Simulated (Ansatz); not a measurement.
Trends among crystals of one structure type (Fm-3m)

All 4 crystals share space group Fm-3m (No. 225) and the same kinds of sites, 2 atoms in the primitive cell. They are database entries and needn't be the stable phases. The set is a selection: crystals with an unstable lattice, a very soft shear in a metal or doubtful stress slopes were left out. Cells are relaxed by PAW under the functional.

Quantity: elastic moduli (Hill averages, relaxed ions; θ_D from sound speeds over directions). Level: PBEsol, all-electron LAPW in Ansatz 0.2.0, scalar-relativistic.

```json
{"crystal": "LuP", "cell (conventional)": "a = 5.447 Å", "k mesh": "16×16×16", "smearing (eV)": "0.10", "B (GPa)": "94.3", "G (GPa)": "69.1", "C11 (GPa)": "237", "C44 (GPa)": "51.4", "ν": "0.205", "θ_D (K)": "340"}
{"crystal": "LuAs", "cell (conventional)": "a = 5.610 Å", "k mesh": "12×12×12", "smearing (eV)": "0.05", "B (GPa)": "?", "G (GPa)": "?", "C11 (GPa)": "?", "C44 (GPa)": "?", "ν": "?", "θ_D (K)": "?"}
{"crystal": "LuSb", "cell (conventional)": "a = 5.996 Å", "k mesh": "14×14×14", "smearing (eV)": "0.05", "B (GPa)": "67.6", "G (GPa)": "39.7", "C11 (GPa)": "170", "C44 (GPa)": "24.6", "ν": "0.255", "θ_D (K)": "222"}
{"crystal": "LuBi", "cell (conventional)": "a = 6.133 Å", "k mesh": "12×12×12", "smearing (eV)": "0.10", "B (GPa)": "61.1", "G (GPa)": "36.2", "C11 (GPa)": "150", "C44 (GPa)": "23.3", "ν": "0.253", "θ_D (K)": "189"}
```

Task: What did the calculation give for LuAs?

Result: B = 86.2 GPa, G = 62.2 GPa, C11 = 214 GPa, C44 = 46.2 GPa, ν = 0.209, θ_D = 298 K.

Keep in mind: responses of metals move with mesh and smearing; no spin-orbit coupling on heavy atoms (LuBi).
